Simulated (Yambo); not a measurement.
G0W0@PBEsol for MgS (zinc blende, space group F-43m, No. 216) in Yambo. Reference settings: 4×4×4 Γ-centred k mesh, bands 5 to 100 and a 10 Ry block in the screening, 100 bands in G with the Bruneval-Gonze terminator, plasmon pole fitted at 27.2 eV. The PBEsol gap Γ → Γ on this mesh is 3.31 eV; G0W0 gaps are taken between the same points.

The settings were changed. The gap went from 5.19 eV to 5.13 eV, and the shift of the valence edge from -1.37 eV to -1.22 eV.

Problem. What was changed between the two runs?
(A) 63 bands in G
(B) 44 bands in W
(C) 34 bands in G, no terminator
(D) 34 bands in W, 34 bands in G

Solution. B, 44 bands in W. The others gave (gap, valence shift): 34 bands in W, 34 bands in G: 5.11, -1.13 eV; 63 bands in G: 5.19, -1.36 eV; 34 bands in G, no terminator: 5.03, -0.96 eV.

Geometry relaxed with PBEsol; primitive cell a = b = c = 3.9968 Å, α = β = γ = 60.00°.

This is not the ordinary phase of the substance; no match was found in the copy of COD used, and its stability was not checked.

A shift is the quasiparticle energy of the state minus its PBEsol energy.
